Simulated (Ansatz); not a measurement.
Starting cell, AlN (wurtzite):

```yaml
crystal:
  lattice:
    - [3.12980, 0.00000, 0.00000]
    - [-1.56490, 2.71049, 0.00000]
    - [0.00000, 0.00000, 10.03466]
  atoms:
    - { symbol: Al, position: [0.66667, 0.33333, 0.00169] }
    - { symbol: Al, position: [0.66667, 0.33333, 0.50169] }
    - { symbol: Al, position: [0.33333, 0.66667, 0.25169] }
    - { symbol: Al, position: [0.33333, 0.66667, 0.75169] }
    - { symbol: N, position: [0.66667, 0.33333, 0.31091] }
    - { symbol: N, position: [0.66667, 0.33333, 0.81091] }
    - { symbol: N, position: [0.33333, 0.66667, 0.06091] }
    - { symbol: N, position: [0.33333, 0.66667, 0.56091] }
```

A phonon eigenvector at A = (0.0, 0.0, 0.5) is frozen into this cell: atom i moves by Q times the vector below, so Q is the largest atomic displacement, in Å. The cell is held. It is one choice among 4 degenerate patterns. (q is in reciprocal vectors of the primitive cell; the cell shown is doubled to hold the pattern.)

| atom | x | y | z |
|---|---|---|---|
| Al1 | 0.000 | 0.449 | 0.000 |
| Al2 | 0.000 | -0.449 | 0.000 |
| Al3 | 0.000 | 0.434 | 0.000 |
| Al4 | 0.000 | -0.434 | 0.000 |
| N5 | 0.000 | -0.782 | 0.000 |
| N6 | 0.000 | 0.782 | 0.000 |
| N7 | 0.000 | -1.000 | 0.000 |
| N8 | 0.000 | 1.000 | 0.000 |

Calculation: PBE (plane waves to 420 eV, PAW, scalar-relativistic; Ansatz, a program for electronic structure). k mesh 12×12×4 (Γ-centred), Fermi-Dirac smearing 0.05 eV. E stands for the smeared free energy. AlN was relaxed with its symmetry unable to fall. The PAW data are Ansatz's earlier set. ΔE is measured from the undisplaced structure.

| Q (Å) | ΔE (meV/cell) |
|---|---|
| -0.180 | withheld |
| -0.150 | 1172 |
| -0.120 | 739 |
| -0.090 | 411 |
| -0.060 | 181 |
| -0.030 | 45 |
| 0.000 | 0 |
| 0.030 | 45 |
| 0.060 | 181 |
| 0.090 | 411 |
| 0.120 | 739 |
| 0.150 | 1172 |
| 0.180 | withheld |

### Question
Fit an even polynomial form (powers 2, 4) to the given rows and predict ΔE at Q = -0.180.

### Answer
Least squares on the 11 given rows: ΔE = (49960)·Q² + (94520)·Q⁴, in meV/cell with Q in Å; root-mean-square residual 0.1 meV/cell. At -0.180 the fit gives 1718 meV/cell; the calculation gives 1718 meV/cell, the same to the digits shown. The quadratic term alone would give 1619 meV/cell.

(A displaced cell: forces are minus the slopes of the energy, force constants its curvatures, and phonons follow from these.)
